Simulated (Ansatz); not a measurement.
Consider the following.

Si6BAs:
```xyz
8
Lattice="-2.6318 2.6318 5.2536 2.6318 -2.6318 5.2536 2.6318 2.6318 -5.2536" Properties=species:S:1:pos:R:3 pbc="T T T"
B      0.0000     0.0000     0.0000
Si     1.1481     1.1481     1.2379
Si     0.0000     2.6318     2.6268
Si     1.4836    -1.4836     4.0157
Si     2.6318     0.0000     2.6268
Si    -1.4836     1.4836     4.0157
As     0.0000     0.0000     5.2536
Si     1.4836     1.4836     6.4915
```

This is the r²SCAN-relaxed structure.

**Question.** All from DFT-r²SCAN in the program Ansatz with PAW potentials, unless another level is named. Give the gap with spin–orbit coupling.

**Answer.** 0.06 eV.

**Question.** And the HSE06 gap on the r²SCAN cell?

**Answer.** 0.47 eV.

**Question.** And the electron effective mass?

**Answer.** 0.25, 0.25, 0.42 mₑ (principal values).

**Question.** Next, the hole effective mass with spin–orbit coupling?

**Answer.** 0.20, 0.20, 0.26 mₑ (principal values).

Space group I-42m. The start of the workflow was typed in or built on a structure type; neither database checked (COD, Materials Project) lists it. Its standing as an ambient phase is unchecked. The cell was relaxed with r²SCAN under the symmetry of its start; whether a distortion lowers the energy is not shown. Scalar-relativistic: spin–orbit coupling is off unless named, which matters more the heavier the elements.

Potentials: the earlier of the program's two PAW sets.
